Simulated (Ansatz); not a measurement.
Ni₁₆GeP₅ in space group P-1 (No. 2; Pearson symbol aP22), the program Ansatz at the PBE level (PAW), all energies at zero smearing, with the estimated change up to a 700 eV cutoff added, with one set of potentials and settings (totals compare only within such a set). Cell of 22 atoms (16 Ni, 1 Ge, 5 P): -101518.861 eV.

```csv
element,reference phase,E (eV/atom)
Ni,"Fm-3m, 1 atoms in the cell, spin-polarised",-5839.7239
Ge,"Fd-3m, 2 atoms in the cell",-4294.9847
P,"Cmce, 4 atoms in the cell",-755.6743
```

Formation energy per atom, worked out: (-101518.861 − 16×(-5839.7239) − 1×(-4294.9847) − 5×(-755.6743))/22 = -0.451 eV/atom (-44 kJ per mol of atoms), at 0 K, without zero-point energy or fitted corrections.

The workflow started from a Materials Project entry (that database holds measured and hypothetical structures alike); the Crystallography Open Database copy checked does not list it. Entries of such low symmetry are often ordered models of mixed-site phases. Whether it is the stable phase at ambient conditions was not checked. Symmetry was held in the PBE relaxation; whether a distortion lowers the energy is not shown. No spin polarisation was allowed. The references are the lowest solids computed at this level, not always the standard phases.

Potentials: the later of the program's two PAW sets.
